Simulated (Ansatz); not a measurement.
According to the program Ansatz at the PBEsol level (PAW), Cu$_{3}$Au in the monoclinic phase (C2/m; Pearson symbol mS32) relaxes to a = 7.448 Å, b = 10.526 Å, c = 6.448 Å, β = 125.2°. Against the elements it lies at 0.000 eV/atom, with no fitted shifts.

Electronic character: metallic (no gap).

The start of the workflow was typed in or built on a structure type; neither database checked (COD, Materials Project) lists it. It is not the phase usual at ambient conditions (space group No. 221). The cell was relaxed with PBEsol under the symmetry of its start; whether a distortion lowers the energy is not shown. The run is not spin-polarised. Axis ratios of metals converge slowly with the k-mesh, so a and c are less sure than the volume. The references are the lowest solids computed at this level, not always the standard phases. Scalar-relativistic: spin–orbit coupling is off unless named, which matters more the heavier the elements.

Potentials: the earlier of the program's two PAW sets. The files were generated under PBE; for other functionals the program regenerates the frozen cores, and for LDA and PBEsol the local potential too.
